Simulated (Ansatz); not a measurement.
### Question
Name crystals whose computed values (DFT-PBEsol in the program Ansatz with PAW potentials) fall in these windows: highest Γ mode, no LO–TO term (cm⁻¹) 190 to 250; B₀ by P(V) fit (GPa) 43 to 57.

### Answer


| crystal | highest Γ mode, no LO–TO term (cm⁻¹) | B₀ by P(V) fit (GPa) |
|---|---|---|
| Ga2BiAs, P-4m2 (Ga on 2g, Bi on 1a, As on 1c) | 223 | 52.1 |
| GaSb, P6_3mc (Ga on 2b, Sb on 2b, Ga on 2a, Sb on 2a) | 220 | 51.5 |
| MnSe, I-4m2 (Mn on 2a, Se on 2c) | 229 | 51.5 |
| Mg2Sn, P6_3/mmc (Mg on 2a, Mg on 2d, Sn on 2c) | 245 | 46.2 |
| Ga2BiAs, R3m (Ga on 3a, Ga on 3a, Bi on 3a, As on 3a) | 239 | 51.0 |
Others may fit too.

Spin orders computed, not proven ground states: MnSe, I-4m2 (Mn on 2a, Se on 2c) antiferromagnetic. Not the usual ambient phase: GaSb, P6_3mc (Ga on 2b, Sb on 2b, Ga on 2a, Sb on 2a). Standing as an ambient phase not checked: Ga2BiAs, P-4m2 (Ga on 2g, Bi on 1a, As on 1c); MnSe, I-4m2 (Mn on 2a, Se on 2c); Mg2Sn, P6_3/mmc (Mg on 2a, Mg on 2d, Sn on 2c); Ga2BiAs, R3m (Ga on 3a, Ga on 3a, Bi on 3a, As on 3a). Perhaps ordered models of mixed-site phases: Mg2Sn, P6_3/mmc (Mg on 2a, Mg on 2d, Sn on 2c). All cells were relaxed under the symmetry of their starts (and spin orders); stability against distortions was not tested throughout. Scalar-relativistic: spin–orbit coupling is off unless named, which matters more the heavier the elements.

Potentials: the later of the program's two PAW sets.
